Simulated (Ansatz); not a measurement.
Consider the following.

CuSnF6:
```cif
data_CuF6Sn
_chemical_formula_sum 'F6 Sn1 Cu1'
_space_group_name_H-M_alt 'P 1'
_space_group_IT_number 1
_cell_length_a 5.40801
_cell_length_b 4.98738
_cell_length_c 4.98652
_cell_angle_alpha 60.011
_cell_angle_beta 62.546
_cell_angle_gamma 62.557
loop_
_space_group_symop_operation_xyz
  'x, y, z'
loop_
_atom_site_label
_atom_site_type_symbol
_atom_site_fract_x
_atom_site_fract_y
_atom_site_fract_z
_atom_site_occupancy
F1 F 0.74898 0.75227 0.10977 1
F2 F 0.25102 0.24773 0.89023 1
F3 F 0.74918 0.38906 0.75198 1
F4 F 0.25082 0.61094 0.24802 1
Sn1 Sn 0.50000 0.50000 0.50000 1
Cu1 Cu 0.00000 0.00000 0.00000 1
F5 F 0.25087 0.89005 0.61124 1
F6 F 0.74913 0.10995 0.38876 1
```

This is the LDA-relaxed structure.

**Question.** All from LDA (plane waves, PAW; program Ansatz), unless another level is named. Estimate the bulk modulus (Birch–Murnaghan fit).

**Answer.** 25.1 GPa.

**Question.** Predict the highest zone-centre frequency.

**Answer.** 586 cm⁻¹.

Space group R-3. The workflow started from an entry of the Crystallography Open Database (COD), which files this formula under 2 space groups. Its standing as an ambient phase is unchecked. The cell was relaxed with LDA under the symmetry of its start; whether a distortion lowers the energy is not shown. No spin polarisation was allowed. No Hubbard U is applied. Without spin polarisation and U, an open-shell compound can come out a false metal. As this level gives no gap, phonon frequencies hold no LO–TO term and depend on the k-mesh and smearing (Fermi–Dirac, 0.1 eV here). Spin–orbit coupling is left out wherever it is not named.

Potentials: the later of the program's two PAW sets.
